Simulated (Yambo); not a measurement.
Yambo run on KIO₃ (space group R3m, No. 160). The wavefunctions come from this Quantum ESPRESSO step (LDA, PseudoDojo standard norm-conserving files, scalar-relativistic):

```
&CONTROL
  calculation = 'nscf'
  pseudo_dir = './pseudo'
  outdir = './out'
/
&SYSTEM
  ibrav = 0
  nat = 5
  ntyp = 3
  ecutwfc = 84.0
  ecutrho = 336.0
  occupations = 'fixed'
  force_symmorphic = .true.
  nbnd = 128
/
&ELECTRONS
  conv_thr = 5e-09
  diago_full_acc = .true.
  diago_thr_init = 1e-08
/
ATOMIC_SPECIES
O 15.9990 O.upf
K 39.0983 K.upf
I 126.9045 I.upf
CELL_PARAMETERS angstrom
  3.101619908000   1.790721089000   2.621460000000
 -3.101619908000   1.790721089000   2.621460000000
  0.000000000000  -3.581442177000   2.621460000000
ATOMIC_POSITIONS crystal
O   0.545415000000   0.545415000000   0.099090000000
O   0.099090000000   0.545415000000   0.545415000000
O   0.545415000000   0.099090000000   0.545415000000
K   0.008330000000   0.008330000000   0.008330000000
I   0.506850000000   0.506850000000   0.506850000000
K_POINTS automatic
4 4 4 0 0 0
```

Yambo input:

```
rim_cut
gw0
dyson
el_el_corr
HF_and_locXC
ppa
em1d
RandQpts= 1000000
RandGvec= 1 Ry
EXXRLvcs= 84 Ry
VXCRLvcs= 336 Ry
Chimod= "HARTREE"
% BndsRnXp
 1 | 126 |
%
NGsBlkXp= 7 Ry
% LongDrXp
 1.0 | 1.0 | 1.0 |
%
PPAPntXp= 27.2114 eV
% GbndRnge
 1 | 126 |
%
GTermKind= "BG"
DysSolver= "n"
ExtendOut
% QPkrange
 1 | 1 | 17 | 18 |
 3 | 3 | 17 | 18 |
 7 | 7 | 17 | 18 |
 13 | 13 | 17 | 18 |
%
```

k points by index: 1 = Γ, 3 = L, 7 = F, 13 = Z.

Resulting energies as the program prints them:

```
#    K-point    Band    Eo [eV]    E [eV]    E-Eo [eV]    Vxc [eV]    Vnlxc [eV]    Sc|Eo [eV]    Sc|E [eV]    dSc/dw|Eo [eV]    Re(Z)    Im(Z)
#
    1    17    -1.290815    -2.209863    -0.919048    -18.68391    -24.51273    4.634310    4.909774    -8.154591    0.769420    -0.001474
    1    18    4.833116    5.821655    0.988540    -9.743089    -5.071487    -3.510359    -3.683062    -4.753515    0.851288    -0.953259E-3
    3    17    -1.274340    -2.078602    -0.804262    -17.92303    -22.46465    3.511311    3.737354    -7.646718    0.780630    -0.001397
    3    18    4.105244    5.180541    1.075297    -15.48726    -11.19066    -2.962911    -3.221306    -6.538392    0.806267    -0.001217
    7    17    -0.569245    -1.312344    -0.743099    -17.64330    -21.29940    2.716683    2.912997    -7.187817    0.791045    -0.001285
    7    18    3.181967    4.114872    0.932906    -14.52173    -10.62279    -2.750697    -2.966036    -6.280566    0.812474    -0.001173
    13    17    0.000000    -0.747573    -0.747573    -16.81783    -19.98581    2.231476    2.420414    -6.876517    0.798269    -0.001232
    13    18    2.449915    3.324494    0.874579    -13.72256    -10.03062    -2.623748    -2.817358    -6.023447    0.818759    -0.001133
```
(The two width columns are left out.) Convergence of these settings isn't established.

Spin-orbit coupling is not included.

Geometry of the Materials Project entry, not relaxed at this level.
